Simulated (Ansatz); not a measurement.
Relaxed BN (zinc blende):

```
CELL_PARAMETERS angstrom
      0.00000     3.60973     3.60973
      1.80487     0.00000     1.80487
      1.80487     1.80487     0.00000
ATOMIC_POSITIONS crystal
  N  0.37500 0.75000 0.75000
  N  0.87500 0.75000 0.75000
  B  0.00000 0.00000 0.00000
  B  0.50000 0.00000 0.00000
```

A phonon eigenvector at L = (0.5, 0.0, 0.0) is frozen into this cell: atom i moves by Q times the vector below, so Q is the largest atomic displacement, in Å. The cell is held. It is one choice among 2 degenerate patterns. (q is in reciprocal vectors of the primitive cell; the cell shown is doubled to hold the pattern.)

| atom | x | y | z |
|---|---|---|---|
| N1 | 0.217 | -0.395 | 0.611 |
| N2 | -0.217 | 0.395 | -0.611 |
| B3 | 0.285 | -0.520 | 0.805 |
| B4 | -0.285 | 0.520 | -0.805 |

All values below come from r2SCAN (plane waves to 500 eV, PAW, scalar-relativistic; Ansatz, a first-principles code). k mesh 8×16×16 (Γ-centred), Fermi-Dirac smearing 0.05 eV. Energies are smeared free energies. BN was relaxed with its symmetry unable to fall. ΔE is measured from the undisplaced structure.

| Q (Å) | ΔE (meV/cell) |
|---|---|
| -0.1000 | 666 |
| -0.0833 | 462 |
| -0.0667 | 296 |
| -0.0500 | withheld |
| -0.0333 | 74 |
| -0.0167 | 19 |
| 0.0000 | 0 |
| 0.0167 | 19 |
| 0.0333 | 74 |
| 0.0500 | withheld |
| 0.0667 | 296 |
| 0.0833 | 462 |
| 0.1000 | 666 |

### Question
Fit an even polynomial form (powers 2, 4) to the given rows and predict ΔE at Q = -0.0500.

### Answer
Least squares on the 11 given rows: ΔE = (66540)·Q² + (5938)·Q⁴, in meV/cell with Q in Å; root-mean-square residual 0.2 meV/cell. At -0.0500 the fit gives 166 meV/cell; the calculation gives 166 meV/cell, the same to the digits shown. The quadratic term alone would give 166 meV/cell.

(For displaced atoms, the force is minus the slope of the energy, and its curvature is a force constant, which sets phonon frequencies.)
